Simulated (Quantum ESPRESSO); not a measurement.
Space group P6₃mc (No. 186); a = 4.077 Å, b = 4.077 Å, c = 6.633 Å, α = 90.00°, β = 90.00°, γ = 120.00°

| atom | site | symmetry | x | y | z |
|---|---|---|---|---|---|
| S | 2b | 3m. | 0.3333 | 0.6667 | 0.3768 |
| Cd | 2b | 3m. | 0.3333 | 0.6667 | 0.0002 |

Cell and atoms were relaxed with LDA from Materials Project entry mp-672, within its symmetry.

Question: What does LDA (pw.x of Quantum ESPRESSO, ONCV potentials, scalar-relativistic) give for the electronic structure near the Fermi level?

Answer: The LDA gap is direct, 1.03 eV at Γ. Spin-orbit splittings are left out.
